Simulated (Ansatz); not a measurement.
Geometry optimisation in Ansatz: input, command and trajectory.

```yaml
crystal:
  lattice:
    - [7.1913031934, 0.0, 0.0]
    - [0.0, 5.853911, 0.0]
    - [-0.0125185956, 0.0, 6.1035832659]
  atoms:
    - { symbol: Sn, position: [0.799496, 0.499326, 0.241482] }
    - { symbol: Sn, position: [0.200504, 0.499326, 0.258518] }
    - { symbol: Sn, position: [0.200504, 0.500674, 0.758518] }
    - { symbol: Sn, position: [0.799496, 0.500674, 0.741482] }
    - { symbol: Sn, position: [0.5, 0.0, 0.0] }
    - { symbol: Sn, position: [0.5, 0.0, 0.5] }
    - { symbol: O, position: [0.711148, 0.281283, 0.991283] }
    - { symbol: O, position: [0.288852, 0.281283, 0.508717] }
    - { symbol: O, position: [0.288852, 0.718717, 0.008717] }
    - { symbol: O, position: [0.711148, 0.718717, 0.491283] }
    - { symbol: O, position: [0.271105, 0.267415, 0.007864] }
    - { symbol: O, position: [0.728895, 0.267415, 0.492136] }
    - { symbol: O, position: [0.728895, 0.732585, 0.992136] }
    - { symbol: O, position: [0.271105, 0.732585, 0.507864] }
basis:
  ecutwfc: 420
kpoints:
  mp_grid: { grid: [6, 6, 6] }
hamiltonian:
  xc: pbe
scf:
  occupations: { method: gaussian, width: 0.1 }
output:
  forces: true
  stress: true
  eigenvalues: true
  write_density: true
  write_potential: true
  elf: true
  volumetric_format: npy
relax:
  adjacent_minimum: "off"
  f_tol: 0.01
  max_steps: 40
```

```bash
ansatz run input.yaml --threads 4 --pin off --max-ram 10240MiB --backend cpu --events-out ev --progress --plain --runs-dir out
```

Method: DFT PBE, scalar-relativistic, plane waves, PAW in Ansatz 0.2.0.

Of 5 frames 4 are shown, positions in Å and forces in eV/Å; the SCF threshold varies from step to step.

```xyz
14
Lattice="7.1913 0.0000 0.0000 0.0000 5.8539 0.0000 -0.0125 0.0000 6.1036" Properties=species:S:1:pos:R:3:forces:R:3 pbc="T T T" step=1 free_energy_over_end_meV_per_atom=2.00
Sn    5.7464    2.9230    1.4739   -0.1055    0.0162    0.0388
Sn    1.4386    2.9230    1.5779    0.1055    0.0162   -0.0388
Sn    1.4324    2.9309    4.6297    0.1055   -0.0162   -0.0388
Sn    5.7401    2.9309    4.5257   -0.1055   -0.0162    0.0388
Sn    3.5957    0.0000    0.0000    0.0000    0.0000    0.0000
Sn    3.5894    0.0000    3.0518    0.0000    0.0000    0.0000
O     5.1017    1.6466    6.0504    0.0518   -0.0050    0.0549
O     2.0709    1.6466    3.1050   -0.0518   -0.0050   -0.0549
O     2.0771    4.2073    0.0532   -0.0518    0.0050   -0.0549
O     5.1079    4.2073    2.9986    0.0518    0.0050    0.0549
O     1.9495    1.5654    0.0480    0.0235    0.0382   -0.0420
O     5.2355    1.5654    3.0038   -0.0235    0.0382    0.0420
O     5.2293    4.2885    6.0556   -0.0235   -0.0382    0.0420
O     1.9432    4.2885    3.0998    0.0235   -0.0382   -0.0420
14
Lattice="7.1913 0.0000 0.0000 0.0000 5.8539 0.0000 -0.0125 0.0000 6.1036" Properties=species:S:1:pos:R:3:forces:R:3 pbc="T T T" step=2 free_energy_over_end_meV_per_atom=1.11
Sn    5.7315    2.9251    1.5512    0.1570    0.0064    0.0129
Sn    1.4535    2.9251    1.5006   -0.1570    0.0064   -0.0129
Sn    1.4472    2.9288    4.5524   -0.1570   -0.0064   -0.0129
Sn    5.7253    2.9288    4.6030    0.1570   -0.0064    0.0129
Sn    3.5957    0.0000    0.0000    0.0000    0.0000    0.0000
Sn    3.5894    0.0000    3.0518    0.0000    0.0000    0.0000
O     5.1068    1.6398    6.1284    0.0135   -0.0244   -0.0424
O     2.0657    1.6398    3.0270   -0.0135   -0.0244    0.0424
O     2.0719    4.2141   -0.0248   -0.0135    0.0244    0.0424
O     5.1131    4.2141    3.0766    0.0135    0.0244   -0.0424
O     1.9640    1.5709   -0.0267    0.0448    0.0162    0.0410
O     5.2210    1.5709    3.0785   -0.0448    0.0162   -0.0410
O     5.2148    4.2830    6.1303   -0.0448   -0.0162   -0.0410
O     1.9578    4.2830    3.0251    0.0448   -0.0162    0.0410
14
Lattice="7.1913 0.0000 0.0000 0.0000 5.8539 0.0000 -0.0125 0.0000 6.1036" Properties=species:S:1:pos:R:3:forces:R:3 pbc="T T T" step=3 free_energy_over_end_meV_per_atom=0.05
Sn    5.7408    2.9270    1.5300    0.0031   -0.0015   -0.0062
Sn    1.4442    2.9270    1.5218   -0.0031   -0.0015    0.0062
Sn    1.4380    2.9269    4.5736   -0.0031    0.0015    0.0062
Sn    5.7345    2.9269    4.5817    0.0031    0.0015   -0.0062
Sn    3.5957    0.0000    0.0000    0.0000    0.0000    0.0000
Sn    3.5894    0.0000    3.0518    0.0000    0.0000    0.0000
O     5.1553    1.6136    6.1062    0.0002   -0.0502    0.0002
O     2.0172    1.6136    3.0492   -0.0002   -0.0502   -0.0002
O     2.0235    4.2404   -0.0026   -0.0002    0.0502   -0.0002
O     5.1615    4.2404    3.0544    0.0002    0.0502    0.0002
O     2.0077    1.6018   -0.0028   -0.0004   -0.0303    0.0023
O     5.1773    1.6018    3.0546    0.0004   -0.0303   -0.0023
O     5.1711    4.2522    6.1064    0.0004    0.0303   -0.0023
O     2.0014    4.2522    3.0490   -0.0004    0.0303    0.0023
14
Lattice="7.1913 0.0000 0.0000 0.0000 5.8539 0.0000 -0.0125 0.0000 6.1036" Properties=species:S:1:pos:R:3:forces:R:3 pbc="T T T" step=5 free_energy_over_end_meV_per_atom=0.00
Sn    5.7408    2.9270    1.5269   -0.0046    0.0002   -0.0004
Sn    1.4443    2.9270    1.5249    0.0046    0.0002    0.0004
Sn    1.4380    2.9269    4.5767    0.0046   -0.0002    0.0004
Sn    5.7345    2.9269    4.5787   -0.0046   -0.0002   -0.0004
Sn    3.5957    0.0000    0.0000    0.0000    0.0000    0.0000
Sn    3.5894    0.0000    3.0518    0.0000    0.0000    0.0000
O     5.1632    1.6055    6.1037    0.0069    0.0052   -0.0005
O     2.0093    1.6055    3.0517   -0.0069    0.0052    0.0005
O     2.0155    4.2484   -0.0001   -0.0069   -0.0052    0.0005
O     5.1695    4.2484    3.0519    0.0069   -0.0052   -0.0005
O     2.0130    1.6039    0.0000   -0.0054    0.0058    0.0000
O     5.1720    1.6039    3.0518    0.0054    0.0058    0.0000
O     5.1658    4.2500    6.1036    0.0054   -0.0058    0.0000
O     2.0068    4.2500    3.0518   -0.0054   -0.0058    0.0000
```

The run took 4.7 min on 4 threads of Intel(R) Xeon(R) Processor @ 2.50GHz (Skylake/Cascade Lake), on a shared host, peak memory 1.6 GiB.